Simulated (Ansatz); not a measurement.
Geometry optimisation in Ansatz: input, command and trajectory.

```yaml
crystal:
  lattice:
    - [2.4928252431, 0.0, 0.0]
    - [0.0, 2.4928252431, 0.0]
    - [0.0, 0.0, 3.5117367464]
  atoms:
    - { symbol: Fe, position: [0.0, 0.0, 0.0], spin: 2.79 }
    - { symbol: Ni, position: [0.5, 0.5, 0.5], spin: 0.75 }
basis:
  ecutwfc: 420
kpoints:
  mp_grid: { grid: [16, 16, 12] }
hamiltonian:
  xc: pbesol
scf:
  occupations: { method: gaussian, width: 0.1 }
output:
  forces: true
  stress: true
  eigenvalues: true
  populations: true
magnetization:
  spin_polarized: true
relax:
  adjacent_minimum: "off"
  f_tol: 0.008
  max_steps: 40
  cell: { stress_tol: 0.015, fix: [a, b, gamma] }
```

```bash
ansatz run input.yaml --threads 1 --pin off --max-ram 1331MiB --backend cpu --events-out ev --progress --plain --runs-dir out
```

All numbers below come from DFT PBEsol, scalar-relativistic, plane waves, PAW (Ansatz).

Of 4 frames 3 are shown, positions in Å and forces in eV/Å; the SCF threshold varies from step to step. Steps run on the plane waves of an earlier cell, with a Pulay correction in the pressure. The basis is chosen afresh for the last frame, the zero of the energies, and at times for earlier ones too; energy and pressure step there, also at an unchanged geometry.

```xyz
2
Lattice="2.4928 0.0000 0.0000 0.0000 2.4928 0.0000 0.0000 0.0000 3.5117" Properties=species:S:1:pos:R:3:forces:R:3 pbc="T T T" step=1 free_energy_over_end_meV_per_atom=0.13 pressure_GPa=-2.53
Fe    0.0000    0.0000    0.0000    0.0000    0.0000    0.0000
Ni    1.2464    1.2464    1.7559    0.0000    0.0000    0.0000
2
Lattice="2.4928 0.0000 0.0000 0.0000 2.4928 0.0000 0.0000 0.0000 3.5059" Properties=species:S:1:pos:R:3:forces:R:3 pbc="T T T" step=2 free_energy_over_end_meV_per_atom=0.02 pressure_GPa=-2.17
Fe    0.0000    0.0000    0.0000    0.0000    0.0000    0.0000
Ni    1.2464    1.2464    1.7529    0.0000    0.0000    0.0000
2
Lattice="2.4928 0.0000 0.0000 0.0000 2.4928 0.0000 0.0000 0.0000 3.4997" Properties=species:S:1:pos:R:3:forces:R:3 pbc="T T T" step=4 free_energy_over_end_meV_per_atom=0.00 pressure_GPa=-1.79
Fe    0.0000    0.0000    0.0000    0.0000    0.0000    0.0000
Ni    1.2464    1.2464    1.7499    0.0000    0.0000    0.0000
```

Only parallel moments were tried here.